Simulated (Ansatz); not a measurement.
BeSe:
```
BeSe
1.0
    0.00000     2.58884     2.58884
    2.58884     0.00000     2.58884
    2.58884     2.58884     0.00000
Be Se
1 1
Direct
  0.00000   0.00000   0.00000
  0.75000   0.75000   0.75000
```

PBE in the plane-wave PAW code Ansatz gives a gap of 2.67 eV without spin–orbit coupling, maximum at Γ, minimum at X.

Q: What happens when spin–orbit coupling is switched on?

A: The gap shrinks by 0.14 eV, to 2.53 eV; maximum at Γ, minimum at X.

Q: How large is the spin–orbit splitting of the valence top at Γ?

A: The fourfold level lies 0.44 eV above the split-off pair.

Q: Give the electron effective mass with spin–orbit coupling.

A: 0.27, 0.27, 0.90 mₑ (principal values).

Q: Give the hole effective mass with spin–orbit coupling, band 1 of 2 at the edge.

A: 0.47 along [100], 0.89 along [110], 1.1 along [111] (mₑ).

Q: Give the hole effective mass with spin–orbit coupling, band 2 of 2 at the edge.

A: 0.27 along [100], 0.21 along [110], 0.20 along [111] (mₑ).

Space group F-43m (zinc blende). Symmetry was held in the PBE relaxation.

Potentials: the earlier of the program's two PAW sets.
